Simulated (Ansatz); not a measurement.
The start is a generated trial cell of MgRh in the AFLOW prototype AB_hP4_186_b_b (B4, as in ZnS). A full variable-cell relaxation at zero pressure is run with PBE (plane waves to 420 eV, PAW, scalar-relativistic; Ansatz, a quantum-chemistry and plane-wave program). First-step values are on the input's coarse k-mesh.

Ansatz input (later rounds restart from its end on a renewed k-mesh):
Ansatz 0.2 input:
```yaml
crystal:
  lattice:
    - [3.4615007, 0, 0]
    - [-1.7307503, 2.9977475, 0]
    - [0, 0, 5.6691389]
  atoms:
    - { symbol: Mg, position: [0.66666667, 0.33333333, 0] }
    - { symbol: Mg, position: [0.33333333, 0.66666667, 0.5] }
    - { symbol: Rh, position: [0.66666667, 0.33333333, 0.6252] }
    - { symbol: Rh, position: [0.33333333, 0.66666667, 0.1252] }
basis: { ecutwfc: 420, ecutrho_ratio: 4, xc_grid: 2, fft_grid_basis: typed }
kpoints: { mp_grid: { grid: [11, 11, 6] } }
hamiltonian:
  xc: pbe
  dispersion: none
  pseudopotentials: { kind: paw }
scf: { occupations: { method: fermi_dirac, width: 0.05 } }
relax: { f_tol: 0.01, max_steps: 100, cell: { stress_tol: 0.02 } }
output: { forces: true, stress: true }
```

Task: Does the structure survive the relaxation? Give the final space group.

Result: The space group goes from P6₃mc (No. 186) to P6₃/mmc (No. 194), with 4 atoms in the primitive cell.

Task: How much energy is released per atom?

Result: About 1.5 eV/atom.

Task: How does the volume change?

Result: +46.0 %, from 14.71 to 21.47 Å³/atom.

Task: How do the shortest distances between atoms change?

Result: The closest pairs of elements (up to four, under 3.6 Å), start → end: Mg–Rh 2.12 → 2.55 Å; Mg–Mg 3.46 → 3.60 Å; Rh–Rh 3.46 → 3.60 Å.

Final values are on a 12×12×9 k-mesh of the relaxed cell. The start holds a very short contact (Mg–Rh 2.12 Å). No spin polarisation in the result. A magnetic state may lie lower.

The run could not lose the symmetry of its start: the end is stationary, and may be a saddle point rather than a minimum.

The relaxed structure here is a generated cell of MgRh: the first start was made by placing the elements on the sites of a structure type, and the end was not matched to a known phase here, so it may be hypothetical.
